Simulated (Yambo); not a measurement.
Cs2SiF6 (space group Fm-3m, No. 225), G0W0@PBEsol in Yambo with this input:

```
rim_cut
gw0
dyson
el_el_corr
HF_and_locXC
ppa
em1d
RandQpts= 1000000
RandGvec= 1 Ry
EXXRLvcs= 84 Ry
VXCRLvcs= 336 Ry
Chimod= "HARTREE"
% BndsRnXp
 1 | 317 |
%
NGsBlkXp= 8 Ry
% LongDrXp
 1.0 | 1.0 | 1.0 |
%
PPAPntXp= 27.2114 eV
% GbndRnge
 1 | 317 |
%
GTermKind= "BG"
DysSolver= "n"
ExtendOut
```

On a 2×2×2 mesh, with wavefunctions cut at 84 Ry, the gap (Γ → Γ) is 11.042 eV and the valence edge shifts by -2.697 eV.

Q: What happens with this change: no random integration?

A: The gap falls by 0.196 eV, to 10.846 eV; the shift of the valence edge becomes -2.373 eV. Neither run is shown to be the converged limit.

Geometry of the Materials Project entry, not relaxed at this level; primitive cell a = b = c = 6.2425 Å, α = β = γ = 60.00°.

A shift is the quasiparticle energy of the state minus its PBEsol energy.
